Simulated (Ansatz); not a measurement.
**Ba$_{2}$HfF$_{6}$: reading a single point**

```
Hf F Ba
1.0
     6.00408    0.00000    0.00000
    -3.00204    5.19969    0.00000
     0.00000    0.00000    4.71302
Hf F Ba
1 6 2
Cartesian
  0.0000 0.0000 0.0000
  -1.4980 4.3313 0.9709
  0.0000 1.7367 0.9709
  1.4980 4.3313 0.9709
  4.5001 0.8683 3.7421
  1.5040 0.8683 3.7421
  3.0020 3.4630 3.7421
  -0.0003 3.4666 3.2567
  3.0023 1.7331 1.4563
```

The numbers come from plane-wave PAW DFT (Ansatz): PBE, no spin polarisation, 420 eV, 7×7×7 Γ-centred k points, fermi-dirac occupations (width 0.1 eV). Nothing was relaxed.

Forces: The largest is on F2 (and as large on other atoms): 2.20 eV/Å, components (1.74, -1.01, 0.88). It makes 175° with the line to a nearest neighbour, Hf1 at 1.99 Å, pointing away from it.
Formation energy: -3.10 eV an atom against the elements' usual phases (free molecules for gases, crystals otherwise, with no correction for O₂ or N₂), so it is bound against them; other compounds may still compete. Relaxing would lower it.
Electronic structure: It is a metal, with about 6.2 states/eV a cell as the mean within 0.25 eV of the Fermi level.
Stress: The pressure is 11.5 GPa (compression positive), so with the atoms held at these fractions the cell would first expand; the forces are large, so a full relaxation may end otherwise. The principal stresses 6.7, 13.9, 13.9 GPa differ, so its shape would change too.

Origin: a known structure type with other elements, at an estimated volume, so it need not be a known compound. Caveats: many states at the Fermi level without spin polarisation, so a magnetic state may lie lower; atoms or cell far from equilibrium.
